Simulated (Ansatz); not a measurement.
Structure relaxation, WC

The start is a generated cell, WC built in the CrB structure type. The cell and all atomic positions are relaxed at zero pressure with PBEsol (plane waves to 420 eV, PAW, scalar-relativistic; Ansatz, a first-principles code). The first steps use a coarse 8×8×7 k-mesh.

Starting cell:
```
WC
1.0
    1.63723    -4.32644     0.00000
    1.63723     4.32644     0.00000
    0.00000     0.00000     3.22653
C W
2 2
Direct
  0.56400   0.43600   0.75000
  0.43600   0.56400   0.25000
  0.85475   0.14525   0.75000
  0.14525   0.85475   0.25000
```

Question: How large is the pressure on the unrelaxed cell, and of which sign?

Answer: -37 GPa (negative: the cell is under tension).

Question: What is the largest force in the starting geometry, and on which atom (counted from 1)?

Answer: About 1.6 eV/Å, on W3, W4 (atoms numbered as listed).

Question: How much energy is released per atom?

Answer: 0.88 eV/atom.

Question: How does the volume change?

Answer: -10.8 %, from 11.43 to 10.20 Å³/atom.

Question: How do the shortest distances between atoms change?

Answer: The closest pairs of elements (up to four, under 3.6 Å), start → end: C–C 1.96 → 2.45 Å; C–W 2.40 → 2.16 Å; W–W 2.93 → 2.64 Å.

Question: Is the relaxed structure metallic? Give its gap.

Answer: Zero (metallic).

Question: Give the final cell and atomic positions.

Answer: 
Space group Cmcm (No. 63); a = 2.7905 Å, b = 7.7191 Å, c = 3.7872 Å, α = 90.00°, β = 90.00°, γ = 90.00°

```csv
atom,site,symmetry,x,y,z
C,4c,m2m,0.0000,0.3995,0.2500
W,4c,m2m,0.0000,0.1193,0.2500
```
(The calculation used a cell of 4 atoms; values per cell refer to that cell.)

The space group stays Cmcm (No. 63) (the run could not lower it), with 4 atoms in the primitive cell. Final values are on a 18×18×12 k-mesh of the relaxed cell. No spin polarisation in the result.

The run could not lose the symmetry of its start, so the end can be a saddle point.

The relaxed structure here is a generated cell of WC: the first start was made by placing the elements on the sites of a structure type, and the end was not matched to a known phase here, so it may be hypothetical. Known forms of WC include space group No. 187.
